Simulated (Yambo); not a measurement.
G0W0@PBEsol for Ba2CdB2O6 (space group C2/m, No. 12) in Yambo. Reference settings: 2×2×2 Γ-centred k mesh, bands 5 to 241 and a 7 Ry block in the screening, 241 bands in G with the Bruneval-Gonze terminator, plasmon pole fitted at 27.2 eV. The PBEsol gap Γ → Γ on this mesh is 2.96 eV; G0W0 gaps are taken between the same points.

With and without the terminator, as bands are cut:

```json
[
 {"bands in G (in W)": "101 (241)", "gap, terminator (eV)": "4.913", "gap, none (eV)": "4.728", "valence shift, terminator (eV)": "-0.887", "valence shift, none (eV)": "-0.207"},
 {"bands in G (in W)": "161 (241)", "gap, terminator (eV)": "4.867", "gap, none (eV)": "4.714", "valence shift, terminator (eV)": "-0.912", "valence shift, none (eV)": "-0.505"},
 {"bands in G (in W)": "241 (241)", "gap, terminator (eV)": "4.859", "gap, none (eV)": "4.762", "valence shift, terminator (eV)": "-0.921", "valence shift, none (eV)": "-0.688"}
]
```

Over this range the gap spans 0.054 eV with the terminator and 0.048 eV without, the valence shift 0.034 eV and 0.481 eV. Neither column has reached its limit for certain.

Spin-orbit coupling is not included.

Geometry of the Materials Project entry, not relaxed at this level; primitive cell a = b = 5.5975 Å, c = 6.7668 Å, α = β = 114.23°, γ = 57.73°.

The structure is a Materials Project entry; no match was found in the copy of COD used, and its stability was not checked.

A shift is the quasiparticle energy of the state minus its PBEsol energy.
